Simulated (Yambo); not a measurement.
G0W0@PBEsol for SrClF (space group P4/nmm, No. 129) in Yambo. Reference settings: 4×4×2 Γ-centred k mesh, 131 bands and a 6 Ry block in the screening, 131 bands in G with the Bruneval-Gonze terminator, plasmon pole fitted at 27.2 eV. The PBEsol gap Γ → Γ on this mesh is 5.78 eV; G0W0 gaps are taken between the same points.

| change from the reference | G0W0 gap Γ → Γ (eV) | shift of the valence edge (eV) |
|---|---|---|
| reference settings | 8.76 | -1.76 |
| wavefunctions cut at 20 Ry | 8.75 | -1.74 |
| 55 bands in W, 55 bands in G, 4 Ry block | 8.96 | -1.45 |
| 40 bands in W, 40 bands in G, 4 Ry block | 9.25 | -1.38 |
| 40 bands in W, 40 bands in G, 3 Ry block, no terminator | 9.29 | -1.11 |
| 40 bands in W, 40 bands in G | 9.26 | -1.39 |
| exchange cut at 10 Ry | 8.68 | -1.52 |
| 40 bands in W, 40 bands in G, 2 Ry block | [?] | -1.45 |

Question: Estimate the withheld gaps from the other rows; the computed values follow.

Answer: 
- 40 bands in W, 40 bands in G, 2 Ry block, G0W0 gap Γ → Γ (eV): 9.27

The reference isn't shown to be the converged limit.

Geometry of the Materials Project entry, not relaxed at this level; primitive cell a = b = 4.1296 Å, c = 6.9766 Å, α = β = γ = 90.00°.

A shift is the quasiparticle energy of the state minus its PBEsol energy.
